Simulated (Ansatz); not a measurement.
# ZnS: a run for the field gradients

```yaml
crystal:
  lattice:
    - [3.8073155943, 0.0, 0.0]
    - [-1.9036577972, 3.2972320249, 0.0]
    - [0.0, 0.0, 31.14240284]
  atoms:
    - { symbol: Zn, position: [0.6666666667, 0.3333333333, 0.20003375] }
    - { symbol: Zn, position: [0.0, 0.0, 0.79997348] }
    - { symbol: Zn, position: [0.6666666667, 0.3333333333, 0.9000316] }
    - { symbol: Zn, position: [0.3333333333, 0.6666666667, 0.70003375] }
    - { symbol: Zn, position: [0.3333333333, 0.6666666667, 0.10004845] }
    - { symbol: Zn, position: [0.6666666667, 0.3333333333, 0.60004845] }
    - { symbol: Zn, position: [0.0, 0.0, 0.00010105] }
    - { symbol: Zn, position: [0.3333333333, 0.6666666667, 0.4000316] }
    - { symbol: Zn, position: [0.0, 0.0, 0.29997348] }
    - { symbol: Zn, position: [0.0, 0.0, 0.50010105] }
    - { symbol: S, position: [0.6666666667, 0.3333333333, 0.27493853] }
    - { symbol: S, position: [0.0, 0.0, 0.07498882] }
    - { symbol: S, position: [0.6666666667, 0.3333333333, 0.67496975] }
    - { symbol: S, position: [0.0, 0.0, 0.87485692] }
    - { symbol: S, position: [0.3333333333, 0.6666666667, 0.77493853] }
    - { symbol: S, position: [0.0, 0.0, 0.57498882] }
    - { symbol: S, position: [0.3333333333, 0.6666666667, 0.17496975] }
    - { symbol: S, position: [0.3333333333, 0.6666666667, 0.47505566] }
    - { symbol: S, position: [0.6666666667, 0.3333333333, 0.97505566] }
    - { symbol: S, position: [0.0, 0.0, 0.37485692] }
kpoints:
  mp_grid: { grid: [8, 8, 1] }
scf:
  occupations: { method: fermi_dirac, width: 0.02 }
  max_iter: 80
hamiltonian:
  xc: pbe
  pseudopotentials: { kind: nc }
output:
  forces: true
  stress: true
  populations: true
  efg: { quadrupole_moments_barn: { Zn: 0.122, S: -0.0694 } }
magnetization:
  spin_polarized: true
  spin_orbit: true
```

```sh
ansatz run input.yaml --threads 1 --pin off --max-ram 3072MiB --backend cpu --events-out ev --progress --plain --runs-dir out
```

Task: Does this calculation finish, and if not, why?

Result: The program refused the input. The input holds spin-orbit coupling on scalar files. The program says:

```
Error: 3 input errors — fix all and re-run
  1. inconsistent input (magnetization.spin_orbit, magnetization.noncollinear): true requires noncollinear: true — spin–orbit coupling acts on 2-spinor wavefunctions; set both flags
  2. inconsistent input (magnetization.spin_orbit, hamiltonian.pseudopotentials.kind): true requires a fully-relativistic hamiltonian.pseudopotentials.kind (nc_fr or paw_fr), or kind: all_electron without datasets and azcp, which then solves Dirac's equation on LAPW. paw_fr resolves this project's PAW files (source: ansatz) by j as it reads them
```

Against a sound input the change was `magnetization`: not typed → {spin_polarized: true, spin_orbit: true}; `hamiltonian.pseudopotentials`: {kind: paw, frozen_core: stored} → {kind: nc}; `scf.max_iter`: not typed → 80.

With the sound settings the run converges and gives V_zz (10²¹ V/m²) Zn2 0.013 (η 0.00), Zn3 -0.082 (η 0.00), Zn7 0.052 (η 0.00), S11 0.047 (η 0.00), S12 0.061 (η 0.00), S13 0.056 (η 0.00), among others; a site carries the number of its first atom in the input.
